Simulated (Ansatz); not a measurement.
Input:

Mg$_{2}$Si:
```cif
data_Mg2Si
_chemical_formula_sum 'Mg2 Si1'
_space_group_name_H-M_alt 'P 1'
_space_group_IT_number 1
_cell_length_a 4.50032
_cell_length_b 4.50032
_cell_length_c 4.50032
_cell_angle_alpha 60.000
_cell_angle_beta 60.000
_cell_angle_gamma 60.000
loop_
_space_group_symop_operation_xyz
  'x, y, z'
loop_
_atom_site_label
_atom_site_type_symbol
_atom_site_fract_x
_atom_site_fract_y
_atom_site_fract_z
_atom_site_occupancy
Mg1 Mg 0.25000 0.25000 0.25000 1
Mg2 Mg 0.75000 0.75000 0.75000 1
Si1 Si 0.00000 0.00000 0.00000 1
```

This is the PBE-relaxed structure.

Problem. All from DFT-PBE in the program Ansatz with PAW potentials, unless another level is named. Give the hole effective mass, band 1 of 3 at the edge.

Solution. 0.35 along [100], 8.3 along [110], 0.96 along [111] (mₑ).

Problem. What about the HSE06 gap on the PBE cell?

Solution. 0.58 eV.

Problem. Next, the hole effective mass, band 3 of 3 at the edge?

Solution. 0.14 along [100], 0.10 along [110], 0.094 along [111] (mₑ).

Problem. What about the weight of the conduction-edge state by species (Voronoi cells)?

Solution. Mg 75 %, Si 25 %.

Space group Fm-3m (fluorite or antifluorite type). The cell was relaxed with PBE under the symmetry of its start; phonons on a q-mesh show no instability.

Potentials: the later of the program's two PAW sets.
